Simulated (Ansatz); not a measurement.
A distorted cell of ZnCu (CsCl type):

```xyz
2
Lattice="3.0510 0.0000 0.0000 0.0000 3.0510 0.0000 0.0000 0.0000 2.6849" Properties=species:S:1:pos:R:3 pbc="T T T"
Zn     0.0000     0.0000     0.0000
Cu     1.5255     1.5255     1.3425
```

Method: PBE (plane waves to 420 eV, PAW, scalar-relativistic; Ansatz, a quantum-chemistry and plane-wave program). k mesh 16×16×16 (Γ-centred), Fermi-Dirac smearing 0.05 eV. The energy includes the smearing's −TS. Compression counts positive. With partly filled bands, the response to shear is sensitive to the k mesh, so small differences along c/a are uncertain. ZnCu is run without spin polarisation. ZnCu was relaxed with its symmetry unable to fall.

Question: What is the stress tensor (GPa)?

Answer: 
```
    4.1      0.0      0.0
    0.0      4.1      0.0
    0.0      0.0      8.9
```
The pressure, a third of the trace, is 5.7 GPa.

Question: It is the relaxed cell deformed to V/V₀ = 0.960, (c/a)/(c/a)₀ = 0.880, c along z, fractional positions held. What is its energy relative to the relaxed cell?

Answer: 20 meV/atom.

(Under strain, the slope of the energy per volume gives the stress and its curvature an elastic modulus.)
